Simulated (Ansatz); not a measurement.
Relaxed BN (h-BN type, space group P6_3/mmc):

```
BN
1.0
    2.50643     0.00000     0.00000
   -1.25322     2.17063     0.00000
    0.00000     0.00000     6.61383
B N
2 2
Cartesian
  0.00000   1.44709   1.65346
  1.25322   0.72354   4.96037
  0.00000   1.44709   4.96037
  1.25322   0.72354   1.65346
```

In this cell atom 1 (B, nearest neighbour N at 1.447 Å; its periodic images, 2.5 Å or more away, move with it) is moved by u·(0.707, 0.707, 0.000) + v·(0.000, 0.000, 1.000); the rest is frozen.

These are PBE-D3(BJ) (plane waves to 420 eV, PAW, scalar-relativistic; Ansatz, a quantum-chemistry and plane-wave program) values and carry that method's errors. k mesh 12×12×4 (Γ-centred), Fermi-Dirac smearing 0.05 eV. Stress and pressure are positive under compression. BN was relaxed with its symmetry unable to fall.

Changes of P (GPa) from the point u = 0.000 Å, v = 0.000 Å when one coordinate moves alone (two changes are said to add if the coupling is within 5 % of the smaller one, nearly so within 20 %):

```json
[
 {"point": "u = 0.000 Å, v = -0.220 Å", "change": "-1.52"},
 {"point": "u = 0.000 Å, v = -0.147 Å", "change": "-0.70"},
 {"point": "u = 0.000 Å, v = -0.073 Å", "change": "-0.18"},
 {"point": "u = -0.220 Å, v = 0.000 Å", "change": "11.06"},
 {"point": "u = -0.147 Å, v = 0.000 Å", "change": "4.62"},
 {"point": "u = -0.073 Å, v = 0.000 Å", "change": "1.09"},
 {"point": "u = 0.073 Å, v = 0.000 Å", "change": "0.97"},
 {"point": "u = 0.147 Å, v = 0.000 Å", "change": "3.66"},
 {"point": "u = 0.220 Å, v = 0.000 Å", "change": "7.76"},
 {"point": "u = 0.000 Å, v = 0.073 Å", "change": "-0.18"},
 {"point": "u = 0.000 Å, v = 0.147 Å", "change": "-0.70"},
 {"point": "u = 0.000 Å, v = 0.220 Å", "change": "-1.52"}
]
```

Question: What is the change at u = -0.147 Å, v = -0.220 Å, where both move, and how far is it from the sum?

Answer: The sum of the single changes is 4.62 + (-1.52) = 3.10; the calculation gives 2.70, so the coupling contributes -0.40 (over 20 % of the smaller single change, not additive).

(For displaced atoms, the force is minus the slope of the energy, and its curvature is a force constant, which sets phonon frequencies.)
